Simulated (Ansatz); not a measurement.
Relaxed-ion elastic tensor of Ti (hcp (Mg type), P6_3/mmc) in GPa (Voigt order), DFT-LDA in the program Ansatz with PAW potentials; density 4.94 g/cm³, 16.10 Å³ per atom.

```csv
,1,2,3,4,5,6
1,168,114,92.5,0.0,0.0,0.0
2,114,168,92.5,0.0,0.0,0.0
3,92.5,92.5,205,0.0,0.0,0.0
4,0.0,0.0,0.0,33.3,0.0,0.0
5,0.0,0.0,0.0,0.0,33.3,0.0
6,0.0,0.0,0.0,0.0,0.0,27.0
```

Task: Is the crystal mechanically stable?

Result: Yes: the smallest eigenvalue of C is 27.0 GPa.

Task: Work out the Voigt, Reuss and Hill averages.

Result: K_V = 127, K_R = 127, K_H = 127; G_V = 34.9, G_R = 32.8, G_H = 33.8 GPa.

Task: Give Young's modulus, Poisson's ratio, Pugh's ratio and the universal anisotropy index.

Result: E = 9KG/(3K + G) = 93.2 GPa; ν = 0.38; K/G = 3.74 (ductile by the Pugh limit of 1.75); A_U = 5G_V/G_R + K_V/K_R − 6 = 0.33.

Task: Estimate the sound speeds and the Debye temperature.

Result: v_l = √((K + 4G/3)/ρ) = 5900 m/s, v_t = √(G/ρ) = 2620 m/s, mean 2950 m/s; Θ = (h/k)(3n/4πV)^(1/3) v_m = 348 K.

Task: How much does each axis shrink under pressure?

Result: Linear compressibilities β_i = Σ_j S_ij (j = 1 to 3): x 2.8, y 2.8, z 2.4 per TPa.

The cell was relaxed with LDA under the symmetry of its start. The run is not spin-polarised. As this level gives no gap, shear constants depend on the k-mesh and smearing (Fermi–Dirac, 0.1 eV here).

Potentials: the later of the program's two PAW sets.
